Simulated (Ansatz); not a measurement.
Values for one crystal, relaxed and computed with plane-wave PAW PBEsol (Ansatz code); other levels are named.

| Quantity | Value |
|---|---|
| Volume per atom | 16.09 Å³ |
| Electronic character | no gap, with almost no states at the Fermi level (zero-gap or semimetallic) |
| Density of states at the Fermi level | 0.01 states/eV per atom (mean over ±0.08 eV) |
| Formation energy from the elements (no fitted shifts) | -0.98 eV/atom |
| HSE06 gap on the PBEsol cell | 1.11 eV (a hybrid on a coarse mesh can open a false gap in a semimetal) |
| Gap with spin–orbit coupling | none (metallic) |

Q: Which compound is it?
A. Ca3SnO, anti-perovskite
B. CdO, wurtzite
C. AlWO4, Cmmm (Al on 2b, W on 2d, O on 4h, O on 4i)
D. CdHgTe2, R3m (Cd on 3a, Hg on 3a, Te on 3a, Te on 3a)

A: B, CdO, wurtzite

Space group P6_3mc (wurtzite). The workflow started from a Materials Project entry (that database holds measured and hypothetical structures alike); the Crystallography Open Database copy checked does not list it. It is not the phase usual at ambient conditions (space group No. 225). The PBEsol relaxation kept the symmetry of its start; whether a distortion lowers the energy is not shown. The references are the lowest solids computed at this level, not always the standard phases (solids in place of the gases). Scalar-relativistic: spin–orbit coupling is off unless named, which matters more the heavier the elements.

Potentials: the later of the program's two PAW sets.
